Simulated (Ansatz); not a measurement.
Starting cell, BAs (zinc blende):

```
BAs
1.0
    0.00000     2.40467     2.40467
    2.40467     0.00000     2.40467
    2.40467     2.40467     0.00000
As B
1 1
Direct
  0.75000   0.75000   0.75000
  0.00000   0.00000   0.00000
```

In each cell atom 2 (B, nearest neighbour As at 2.083 Å; its periodic images, 3.4 Å or more away, move with it) moves by s·(0.707, 0.707, 0.000) (along Cartesian [110]), the rest being held.

Method: PBE (plane waves to 420 eV, PAW, scalar-relativistic; Ansatz, a quantum-chemistry and plane-wave program). k mesh 10×10×10 (Γ-centred), Fermi-Dirac smearing 0.05 eV. The energy includes the smearing's −TS. As the smearing reaches across the gap at some points, energies and forces of such displacements shift with the k mesh and the smearing. BAs was relaxed with its symmetry unable to fall. ΔE is measured from the undisplaced structure. The last digit holds for this mesh only.

```csv
s (Å),ΔE (meV/cell)
-0.420,1361.9
-0.336,880.1
-0.252,withheld
-0.168,224.4
-0.084,56.2
0.000,0.0
0.084,56.2
0.168,224.4
0.252,withheld
0.336,880.1
0.420,1361.9
```

Task: Fit an even polynomial form (powers 2, 4, 6) to the given rows and predict ΔE at s = -0.252.

Result: Least squares on the 9 given rows: ΔE = (8012)·s² + (-2381)·s⁴ + (4136)·s⁶, in meV/cell with s in Å; root-mean-square residual 0.11 meV/cell. At -0.252 the fit gives 500.3 meV/cell; the calculation gives 500.9 meV/cell, so the interpolation is off by -0.6 (-0.1 %). The quadratic term alone would give 508.8 meV/cell.

(A displaced cell: forces are minus the slopes of the energy, force constants its curvatures, and phonons follow from these.)
